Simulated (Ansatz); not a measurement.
Ga₂BiAs:
```yaml
crystal:
  lattice:
    - [4.23852, 0.00000, 0.00000]
    - [0.00000, 4.23852, 0.00000]
    - [0.00000, 0.00000, 6.04225]
  atoms:
    - { symbol: Ga, position: [0.50000, 0.00000, 0.72556] }
    - { symbol: Ga, position: [0.00000, 0.50000, 0.27444] }
    - { symbol: Bi, position: [0.00000, 0.00000, 0.00000] }
    - { symbol: As, position: [0.50000, 0.50000, 0.50000] }
```

Relaxed with r²SCAN. Special points in fractions of this cell's reciprocal vectors: Γ (0.000, 0.000, 0.000); X (0.000, 0.500, 0.000); M (0.500, 0.500, 0.000); Z (0.000, 0.000, 0.500); R (0.000, 0.500, 0.500); A (0.500, 0.500, 0.500).

### Question
List the band energies nearest the Fermi level at these points for plane-wave PAW r²SCAN (Ansatz code).

### Answer
In eV from the Fermi level; about four levels below and three above (degenerate sets whole), none deeper than 8.9 eV; points with the same levels are listed once.

```csv
k,below,above
Γ,-0.78 -0.28 -0.01 -0.01,1.11 1.38 3.22 3.22
X,-3.55 -3.45 -2.18 -0.71,1.52 2.72 4.64
M,-3.19 -2.88 -2.88 -2.55,0.80 1.25 1.25
Z,-2.58 -2.58 -1.21 -1.21,1.06 1.72 2.71
R,-2.15 -1.49 -1.37 -0.59,0.04 0.45 3.84
A,-3.65 -3.65 -3.54 -3.35,3.91 3.91 4.42
```

Space group P-4m2. The first step of the workflow began from a Materials Project structure, measured or hypothetical; the Crystallography Open Database copy checked does not list it. Its standing as an ambient phase is unchecked. The cell was relaxed with r²SCAN under the symmetry of its start; of distortions, only those at the zone centre were tested. The Fermi level of a semimetal is unsure by some 0.05 eV on such meshes. Scalar-relativistic: spin–orbit coupling is off unless named, which matters more the heavier the elements.

Potentials: the later of the program's two PAW sets.
